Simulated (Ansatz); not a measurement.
Here is the system:

TaAs:
```cif
data_AsTa
_chemical_formula_sum 'Ta1 As1'
_space_group_name_H-M_alt 'Pm-3m'
_space_group_IT_number 221
_space_group_name_Hall '-P 4 2 3'
_cell_length_a 3.17896
_cell_length_b 3.17896
_cell_length_c 3.17896
_cell_angle_alpha 90.000
_cell_angle_beta 90.000
_cell_angle_gamma 90.000
loop_
_atom_site_label
_atom_site_type_symbol
_atom_site_symmetry_multiplicity
_atom_site_Wyckoff_symbol
_atom_site_fract_x
_atom_site_fract_y
_atom_site_fract_z
_atom_site_occupancy
Ta1 Ta 1 a 0.00000 0.00000 0.00000 1
As1 As 1 b 0.50000 0.50000 0.50000 1
```

This is the PBEsol-relaxed structure.

Q: All from plane-wave PAW PBEsol (Ansatz code), unless another level is named. Estimate the electronic character.

A: metallic (no gap).

Q: And the density of states at the Fermi level?

A: 0.34 states/eV per atom (mean over ±0.08 eV).

Q: Give the formation energy from the elements (no fitted shifts).

A: -0.35 eV/atom.

Q: Next, the gap with spin–orbit coupling?

A: none (metallic).

The cell is a constructed one: a structure type filled with these elements; neither database checked (COD, Materials Project) lists it. It is not the phase usual at ambient conditions (space group No. 109). The PBEsol relaxation kept the symmetry of its start; of distortions, only those at the zone centre were tested. No spin polarisation was allowed. The references are the lowest solids computed at this level, not always the standard phases. Scalar-relativistic: spin–orbit coupling is off unless named, which matters more the heavier the elements.

Potentials: the later of the program's two PAW sets.
